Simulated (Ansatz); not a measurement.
Relaxed BaTiO$_{3}$ (tetragonal-perovskite type, space group P4mm):

```yaml
crystal:
  lattice:
    - [3.95547, 0.00000, 0.00000]
    - [0.00000, 3.95547, 0.00000]
    - [0.00000, 0.00000, 4.04610]
  atoms:
    - { symbol: Ti, position: [0.50000, 0.50000, 0.44711] }
    - { symbol: Ba, position: [0.00000, 0.00000, 0.93192] }
    - { symbol: O, position: [0.50000, 0.50000, 0.90181] }
    - { symbol: O, position: [0.50000, 0.00000, 0.41258] }
    - { symbol: O, position: [0.00000, 0.50000, 0.41258] }
```

In each cell atom 4 (O, nearest neighbour Ti at 1.983 Å; its periodic images, 4.0 Å or more away, move with it) moves by s·(0.707, 0.707, 0.000) (along Cartesian [110]), the rest being held.

All values below come from PBEsol (plane waves to 420 eV, PAW, scalar-relativistic; Ansatz, a quantum-chemistry and plane-wave program). k mesh 7×7×7 (Γ-centred), Fermi-Dirac smearing 0.05 eV. The energy includes the smearing's −TS. BaTiO3 is run without spin polarisation. BaTiO3 was relaxed with its symmetry unable to fall. The PAW data are Ansatz's earlier set. The zero of ΔE is the undisplaced structure.

Problem. Give the computed ΔE (meV/cell) at s (Å) = -0.120, -0.080, -0.040, 0.040, 0.080, 0.120.

Solution. 
```tsv
s (Å)	ΔE (meV/cell)
-0.120	44.7
-0.080	19.6
-0.040	4.9
0.040	4.9
0.080	19.6
0.120	44.7
```

(For displaced atoms, the force is minus the slope of the energy, and its curvature is a force constant, which sets phonon frequencies.)
